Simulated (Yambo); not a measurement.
TlBr (rock salt, space group Fm-3m, No. 225), G0W0@PBEsol (Yambo, plasmon pole, terminator in G, 4×4×4 mesh): gap L → L in eV by bands and screening block.

```json
[
 {"bands (W and G)": "26", "2 Ry": "3.06", "3 Ry": "3.09", "5 Ry": "3.15", "6 Ry": "3.16", "8 Ry": "3.16"},
 {"bands (W and G)": "47", "2 Ry": "3.06", "3 Ry": "3.12", "5 Ry": "3.22", "6 Ry": "___", "8 Ry": "___"},
 {"bands (W and G)": "70", "2 Ry": "3.08", "3 Ry": "3.15", "5 Ry": "3.28", "6 Ry": "3.30", "8 Ry": "3.33"},
 {"bands (W and G)": "101", "2 Ry": "3.09", "3 Ry": "3.17", "5 Ry": "3.31", "6 Ry": "3.34", "8 Ry": "3.37"},
 {"bands (W and G)": "134", "2 Ry": "3.10", "3 Ry": "3.17", "5 Ry": "___", "6 Ry": "3.35", "8 Ry": "3.39"}
]
```

### Question
Estimate the withheld gaps from their neighbours; the computed values follow.

### Answer

- 47, 6 Ry: 3.24
- 47, 8 Ry: 3.26
- 134, 5 Ry: 3.32

The largest settings aren't shown to be the converged limit.

The standard potential for Tl keeps a d shell in the valence without the s and p states of that shell. In tests on such compounds this moved G0W0 gaps by up to about 0.9 eV, so absolute quasiparticle energies here are unreliable; differences between settings are what counts.

Spin-orbit coupling is not included.

Geometry of the Materials Project entry, not relaxed at this level; primitive cell a = b = c = 4.726 Å, α = β = γ = 60.00°.

This is not the ordinary phase of the substance; no match was found in the copy of COD used, and its stability was not checked.
